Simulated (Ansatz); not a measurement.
Relaxed Se (trigonal-Se type, space group P3_121):

```xyz
3
Lattice="4.5294 0.0000 0.0000 -2.2647 3.9226 0.0000 0.0000 0.0000 5.0424" Properties=species:S:1:pos:R:3 pbc="T T T"
Se     0.9893     0.0000     4.2020
Se    -0.4946     0.8567     0.8404
Se     1.7701     3.0659     2.5212
```

Two-dimensional scan of atom 2 (Se, nearest neighbour Se at 2.400 Å; its periodic images, 4.5 Å or more away, move with it): u runs along (1.000, 0.000, 0.000), v along (0.000, 1.000, 0.000) (Cartesian). Cell and other atoms are fixed.

Level of theory: PBE (plane waves to 420 eV, PAW, scalar-relativistic; Ansatz, an electronic-structure program). k mesh 7×7×5 (Γ-centred), Fermi-Dirac smearing 0.05 eV. As the smearing reaches across the gap at some points, energies and forces of such displacements shift with the k mesh and the smearing. Fu and Fv are the components of the force on the atom. Se was relaxed with its symmetry unable to fall. The PAW data are Ansatz's earlier set. The last digit holds for this mesh only.

Changes of Fu (eV/Å) from the point u = 0.000 Å, v = 0.000 Å when one coordinate moves alone (two changes are said to add if the coupling is within 5 % of the smaller one, nearly so within 20 %):

```csv
point,change
"u = 0.000 Å, v = -0.600 Å",-1.879
"u = 0.000 Å, v = -0.300 Å",-0.812
"u = -0.600 Å, v = 0.000 Å",1.456
"u = -0.300 Å, v = 0.000 Å",1.042
"u = 0.300 Å, v = 0.000 Å",-1.291
"u = 0.600 Å, v = 0.000 Å",-2.579
"u = 0.000 Å, v = 0.300 Å",0.297
"u = 0.000 Å, v = 0.600 Å",0.032
```

Problem. Do the two effects add at u = -0.600 Å, v = 0.300 Å? Give the computed change.

Solution. The sum of the single changes is 1.456 + (0.297) = 1.753; the calculation gives 1.145, so the coupling contributes -0.608 (over 20 % of the smaller single change, not additive).

Problem. What is the change at u = 0.300 Å, v = 0.300 Å, where both move, and how far is it from the sum?

Solution. The sum of the single changes is -1.291 + (0.297) = -0.994; the calculation gives -0.565, so the coupling contributes 0.429 (over 20 % of the smaller single change, not additive).

Problem. Do the two effects add at u = -0.600 Å, v = -0.600 Å? Give the computed change.

Solution. The sum of the single changes is 1.456 + (-1.879) = -0.423; the calculation gives 0.208, so the coupling contributes 0.631 (over 20 % of the smaller single change, not additive).

(For displaced atoms, the force is minus the slope of the energy, and its curvature is a force constant, which sets phonon frequencies.)
